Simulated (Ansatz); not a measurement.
**E(M) for Fe (P63/mmc)**

Geometry: a measured structure from COD; nothing is relaxed.

Common settings: PBEsol, 14×14×8 k mesh, Fermi–Dirac smearing of 0.1 eV. PAW means Ansatz 0.2.0 on its default frozen-core files; LAPW is all-electron LAPW in Ansatz 0.2.0. Site moments are integrated in spheres about the atoms, whose radii differ between the methods.

Input of the first run:

```yaml
crystal:
  lattice:
    - [2.347, 0.0, 0.0]
    - [-1.1735, 2.0325616227, 0.0]
    - [0.0, 0.0, 3.797]
  atoms:
    - { symbol: Fe, position: [0.3333333333, 0.6666666667, 0.25], spin: 3.0 }
    - { symbol: Fe, position: [0.6666666667, 0.3333333333, 0.75], spin: 3.0 }
magnetization:
  spin_polarized: true
kpoints:
  mp_grid: { grid: [14, 14, 8] }
scf:
  occupations: { method: fermi_dirac, width: 0.1 }
  lower_state_search: "off"
hamiltonian:
  xc: pbesol
  pseudopotentials: { kind: paw }
output:
  forces: true
  stress: true
  eigenvalues: true
  populations: true
  dos: { projected: true, de: 0.1, e_range: [-8, 5] }
  write_density: true
  write_potential: true
  elf: true
  volumetric_format: npy
```

Command: `ansatz run input.yaml --threads 1 --pin off --max-ram 3072MiB --backend cpu --events-out ev --progress --plain --runs-dir out`

The input for «total moment held at 0.4 μB» by PAW differs from it in these lines, output keys apart:

```diff
-    - { symbol: Fe, position: [0.3333333333, 0.6666666667, 0.25], spin: 3.0 }
-    - { symbol: Fe, position: [0.6666666667, 0.3333333333, 0.75], spin: 3.0 }
+    - { symbol: Fe, position: [0.3333333333, 0.6666666667, 0.25], spin: 0.2 }
+    - { symbol: Fe, position: [0.6666666667, 0.3333333333, 0.75], spin: 0.2 }
+  initial_magnetization: 0.4
+  spin_locking: { lock_magnetization: hard }
```

The input for «total moment held at 0.4 μB» by LAPW differs from it in these lines, output keys apart:

```diff
-    - { symbol: Fe, position: [0.3333333333, 0.6666666667, 0.25], spin: 3.0 }
-    - { symbol: Fe, position: [0.6666666667, 0.3333333333, 0.75], spin: 3.0 }
+    - { symbol: Fe, position: [0.3333333333, 0.6666666667, 0.25], spin: 0.2 }
+    - { symbol: Fe, position: [0.6666666667, 0.3333333333, 0.75], spin: 0.2 }
+  initial_magnetization: 0.4
+  spin_locking: { lock_magnetization: hard }
-  pseudopotentials: { kind: paw }
+  pseudopotentials: { kind: all_electron, lapw: { basis_error: 0.001 } }
```

The total moment M of the cell is held by giving each spin its own Fermi level. Half their difference over μB is the field that would hold M, so μB·B = dF/dM. Energies count from each method's free run. The held moment starts spread evenly over Fe1, Fe2.

The free PAW run: The moments died out: the run ends unmagnetised.

```json
{"M (μB/cell)": "0.00", "ΔF PAW (meV/cell)": "0.0", "ΔF LAPW (meV/cell)": "0.0", "B, PAW (T)": "–", "largest site moment, PAW (μB)": "0.00", "pressure, PAW (GPa)": "31.6"}
{"M (μB/cell)": "0.20", "ΔF PAW (meV/cell)": "+3.7", "ΔF LAPW (meV/cell)": "+3.7", "B, PAW (T)": "+649", "largest site moment, PAW (μB)": "0.10", "pressure, PAW (GPa)": "31.7"}
{"M (μB/cell)": "0.40", "ΔF PAW (meV/cell)": "+15.3", "ΔF LAPW (meV/cell)": "+15.3", "B, PAW (T)": "+1368", "largest site moment, PAW (μB)": "0.20", "pressure, PAW (GPa)": "32.1"}
{"M (μB/cell)": "0.70", "ΔF PAW (meV/cell)": "+48.5", "ΔF LAPW (meV/cell)": "–", "B, PAW (T)": "+2427", "largest site moment, PAW (μB)": "0.35", "pressure, PAW (GPa)": "33.1"}
{"M (μB/cell)": "1.00", "ΔF PAW (meV/cell)": "+98.4", "ΔF LAPW (meV/cell)": "+98.2", "B, PAW (T)": "+3297", "largest site moment, PAW (μB)": "0.50", "pressure, PAW (GPa)": "34.6"}
{"M (μB/cell)": "1.50", "ΔF PAW (meV/cell)": "+212.2", "ΔF LAPW (meV/cell)": "–", "B, PAW (T)": "+4526", "largest site moment, PAW (μB)": "0.74", "pressure, PAW (GPa)": "38.3"}
{"M (μB/cell)": "2.00", "ΔF PAW (meV/cell)": "+357.4", "ΔF LAPW (meV/cell)": "+356.3", "B, PAW (T)": "+5456", "largest site moment, PAW (μB)": "0.99", "pressure, PAW (GPa)": "43.1"}
{"M (μB/cell)": "2.80", "ΔF PAW (meV/cell)": "+632.9", "ΔF LAPW (meV/cell)": "–", "B, PAW (T)": "+6290", "largest site moment, PAW (μB)": "1.38", "pressure, PAW (GPa)": "52.9"}
```

Question: The unpolarised density of states at the Fermi level, averaged over the smearing, is 2.19 states/eV per cell. What Stoner enhancement follows from the smallest held moment?

Answer: S = M/(μB·B·N) = 0.20/(0.0376 eV × 2.19/eV) ≈ 2.4, so I·N/2 ≈ 0.59; the Stoner criterion for ferromagnetism asks for 1. On this mesh S is a rough figure.

Question: Fit ΔF = E₀ + a₂M² + a₄M⁴ to the PAW points up to M = 1.00 μB, leaving out M = 0.70. What does the fit give, and how well does it predict the point left out?

Answer: E₀ = 0.0 meV, a₂ = +95.44 meV/μB², a₄ = +3.033 meV/μB⁴, with a worst miss of 0.1 meV. At M = 0.70 it gives +47.4 meV against the computed +48.5. Since a₂ > 0 the fit has its minimum at M = 0.

Question: Check μB·B = dF/dM between M = 1.00 and 1.50 μB with the PAW numbers.

Answer: ΔF/ΔM = +113.8 meV / 0.50 = +227.6 meV per μB, which is +3933 T with μB = 0.05788 meV/T. The mean of the two holding fields is +3911 T. The slope equals the mean of B over the step, so the two agree where B(M) is nearly straight between its ends, and here they lie within a tenth of each other.

Separate runs put a uniform field on the spins (g = 2):

```tsv
field (T)	M PAW (μB/cell)	M LAPW (μB/cell)
300	0.094	0.095
600	0.186	0.186
```

The PAW files were made with PBE; the program remakes their cores once for the run's functional and then keeps them frozen. This cell lies far from its zero-pressure volume, so the numbers describe the cell as given rather than the relaxed compound. The Ansatz runs typed with the search for lower states off end where their start leads. The magnetic state is the one that this cell and start allow. It needn't be the compound's measured order, which may need a larger cell or be absent.
